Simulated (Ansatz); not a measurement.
Te3As2:
```
CELL_PARAMETERS angstrom
      7.33912     2.01117     0.00000
     -7.33912     2.01117     0.00000
     -0.82780     0.00000     9.98553
ATOMIC_POSITIONS crystal
  Te 0.03577 0.96423 0.28773
  Te 0.96423 0.03577 0.71227
  Te 0.77838 0.22162 0.33563
  Te 0.22162 0.77838 0.66437
  Te 0.37103 0.62897 0.03164
  Te 0.62897 0.37103 0.96836
  As 0.61834 0.38166 0.43739
  As 0.38166 0.61834 0.56261
  As 0.20542 0.79458 0.14127
  As 0.79458 0.20542 0.85873
```

Relaxed with r²SCAN+D4.

Task: Give the Bader charges and basin volumes of the independent atoms, r²SCAN+D4 in the plane-wave PAW code Ansatz.

Result: 

| atom | Bader charge (e) | Bader volume (Å³) |
|---|---|---|
| Te1 | -0.09 | 36.0 |
| Te3 | -0.10 | 32.3 |
| Te5 | -0.13 | 35.5 |
| As7 | +0.10 | 23.9 |
| As9 | +0.22 | 19.6 |

Space group C2/m. The first step of the workflow began from a Materials Project structure, measured or hypothetical; the Crystallography Open Database files this formula in space group No. 12, but the cells were not matched. Its standing as an ambient phase is unchecked. The cell was relaxed with r²SCAN+D4 under the symmetry of its start; its stability against distortions is not shown here. Scalar-relativistic: spin–orbit coupling is off unless named, which matters more the heavier the elements.

Potentials: the later of the program's two PAW sets.
